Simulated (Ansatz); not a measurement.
# KTaO$_{3}$: from a starting cell to a relaxed one

The start is a generated trial cell of KTaO3 in the cubic-perovskite structure type. A full variable-cell relaxation at zero pressure is run with PBEsol (plane waves to 420 eV, PAW, scalar-relativistic; Ansatz, a first-principles code). First-step values are on the input's coarse k-mesh.

Ansatz input (later rounds restart from its end on a renewed k-mesh):
Ansatz 0.2 input:
```yaml
crystal:
  lattice:
    - [4.028843, 0, 0]
    - [0, 4.028843, 0]
    - [0, 0, 4.028843]
  atoms:
    - { symbol: K, position: [0, 0, 0] }
    - { symbol: Ta, position: [0.5, 0.5, 0.5] }
    - { symbol: O, position: [0, 0.5, 0.5] }
    - { symbol: O, position: [0.5, 0.5, 0] }
    - { symbol: O, position: [0.5, 0, 0.5] }
basis: { ecutwfc: 420, ecutrho_ratio: 4, xc_grid: 2, fft_grid_basis: typed }
kpoints: { mp_grid: { grid: [6, 6, 6] } }
hamiltonian:
  xc: pbesol
  dispersion: none
  pseudopotentials: { azcp: { folder: ./paw }, kind: paw }
scf: { occupations: { method: fermi_dirac, width: 0.05 } }
relax: { f_tol: 0.01, max_steps: 100, cell: { stress_tol: 0.02 } }
output: { forces: true, stress: true }
```

Q: How large is the pressure on the unrelaxed cell, and of which sign?

A: -6.3 GPa (negative: the cell is under tension).

Q: By how much does the energy per atom fall from start to end?

A: 9 meV/atom.

Q: How does the volume change?

A: -3.3 %, from 13.08 to 12.65 Å³/atom.

Q: What band gap does the relaxed structure have at this level?

A: 2.15 eV, indirect (valence top at R, conduction bottom at Γ) (no spin-orbit coupling).

Q: Write out the relaxed structure.

A: 
```cif
data_KO3Ta
_chemical_formula_sum 'K1 Ta1 O3'
_space_group_name_H-M_alt 'Pm-3m'
_space_group_IT_number 221
_space_group_name_Hall '-P 4 2 3'
_cell_length_a 3.98419
_cell_length_b 3.98419
_cell_length_c 3.98419
_cell_angle_alpha 90.000
_cell_angle_beta 90.000
_cell_angle_gamma 90.000
loop_
_atom_site_label
_atom_site_type_symbol
_atom_site_symmetry_multiplicity
_atom_site_Wyckoff_symbol
_atom_site_fract_x
_atom_site_fract_y
_atom_site_fract_z
_atom_site_occupancy
K1 K 1 a 0.00000 0.00000 0.00000 1
Ta1 Ta 1 b 0.50000 0.50000 0.50000 1
O1 O 3 c 0.00000 0.50000 0.50000 1
```

The space group stays Pm-3m (No. 221) (the run could not lower it); the end is cubic perovskite type, with 5 atoms in the primitive cell. Final values are on a 8×8×8 k-mesh of the relaxed cell. No spin polarisation in the result.

The run could not lose the symmetry of its start; a randomly shaken copy of 5 atoms returns to this structure.

All atoms sit on sites fixed by symmetry, so only the cell could relax.
